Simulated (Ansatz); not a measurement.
BN:
```yaml
crystal:
  lattice:
    - [2.49701, 0.00000, 0.00000]
    - [0.00000, 2.49701, 0.00000]
    - [0.00000, 0.00000, 4.30622]
  atoms:
    - { symbol: B, position: [0.00000, 0.50000, 0.00000] }
    - { symbol: B, position: [0.50000, 0.00000, 0.50000] }
    - { symbol: N, position: [0.00000, 0.00000, 0.25000] }
    - { symbol: N, position: [0.00000, 0.00000, 0.75000] }
```

Relaxed with PBE. Special points in fractions of this cell's reciprocal vectors: Γ (0.000, 0.000, 0.000); X (0.000, 0.500, 0.000); M (0.500, 0.500, 0.000); Z (0.000, 0.000, 0.500); R (0.000, 0.500, 0.500); A (0.500, 0.500, 0.500).

Question: List the band energies nearest the Fermi level at these points for PBE (plane waves, PAW; program Ansatz).

Answer: In eV from the Fermi level; about four levels below and three above (degenerate sets whole), none deeper than 8.9 eV; … stands for higher levels left out; points with the same levels are listed once.

| k | below | above |
|---|---|---|
| Γ | -4.24 -4.24 -1.31 -0.13 -0.13 | 3.01 … |
| X | -7.53 -3.03 -1.77 | 0.51 0.52 6.95 |
| M | -8.67 -8.67 -6.19 -6.19 -3.28 | 1.35 1.93 … |
| Z | -3.38 -3.38 -1.94 -1.94 | 4.65 4.65 … |
| R | -5.64 -3.87 -2.59 -0.33 | 0.96 5.68 … |
| A | -3.43 -3.43 -1.60 -1.60 | … |

Space group P4_2/mmc. A made-up cell: these elements were put on the sites of a structure type; neither database checked (COD, Materials Project) lists it. It is not the phase usual at ambient conditions (space group No. 186, 194, 216). The PBE relaxation kept the symmetry of its start; its stability against distortions is not shown here.

Potentials: the later of the program's two PAW sets.
